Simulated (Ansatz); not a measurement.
This guess for SiC5 is about to be relaxed.

```yaml
crystal:
  lattice:
    - [2.66130, 0.00000, 0.00000]
    - [-1.33065, 2.30475, 0.00000]
    - [0.00000, 0.00000, 12.92326]
  atoms:
    - { symbol: Si, position: [0.33333, 0.66667, 0.00000] }
    - { symbol: C, position: [0.33333, 0.66667, 0.33333] }
    - { symbol: C, position: [0.33333, 0.66667, 0.66667] }
    - { symbol: C, position: [0.66667, 0.33333, 0.16667] }
    - { symbol: C, position: [0.66667, 0.33333, 0.50000] }
    - { symbol: C, position: [0.66667, 0.33333, 0.83333] }
```

Theory: DFT PBE, scalar-relativistic, plane waves, PAW in Ansatz. Cutoff 420 eV, Gaussian smearing, Γ-centred meshes. Cell and atoms relax first on a coarse mesh and then on a finer one. In between, the cell is made exact in the group found at 0.06 Å. In metals the finer mesh still leaves noise of several meV/atom or more. The steps can't lower the symmetry of their start. No spin polarisation in the relaxation; trial moments died out in a coarse test.

A guess keeps its type if space group and coordination stay and the shape of the cell changes little (axis ratios within about 15 %, angles within 6°); the volume may change.

Question: Does this structure survive the relaxation?

Answer: It doesn't keep its type. The symmetry stays P-6m2 (No. 187). The volume per atom shrinks by 44.6 %, from 13.2 to 7.3 Å³. The shortest distance goes from 2.65 Å (Si–C and C–C) to 1.48 Å (C–C). The ratio c/a of the conventional cell changes by a factor of 0.65. Counting neighbours within 15 % of an atom's shortest distance, the start has C 12, Si 12 and the end C 2/3/4, Si 2. In detail, at the end Si has 2 C at 2.00 Å and 6 Si at 2.52 Å; C on a site of symmetry 3m has 3 C at 1.54 Å and 1 Si at 2.00 Å; C on a second site of symmetry 3m is surrounded by 4 C at 1.48–1.54 Å; 1 more site not described.

```
Si C
1.0
     2.51813    0.00000    0.00000
    -1.25906    2.18076    0.00000
     0.00000    0.00000    8.00124
Si C
1 5
Direct
  0.33333 0.66667 0.00000
  0.33333 0.66667 0.24941
  0.33333 0.66667 0.75059
  0.66667 0.33333 0.31466
  0.66667 0.33333 0.50000
  0.66667 0.33333 0.68534
```

Formation energies are uncorrected and refer to the elements' standard structures at the same level.

Question: At what energy does it end?

Answer: +0.78 eV/atom. A positive value: parting into the elements would lower its energy.

The last run used an 18×18×6 mesh (in the run's order of axes) for its 6-atom cell and Gaussian smearing of 0.10 eV. The reference form of C is held partly by dispersion forces, which this level lacks. A structure relaxed within its symmetry needn't be a true minimum. Another cell of SiC5 relaxed alike, in P-62m, lies 0.39 eV/atom lower, so this cell isn't the stable form at this level.

In counts of neighbours, a slash parts the counts of unlike sites.
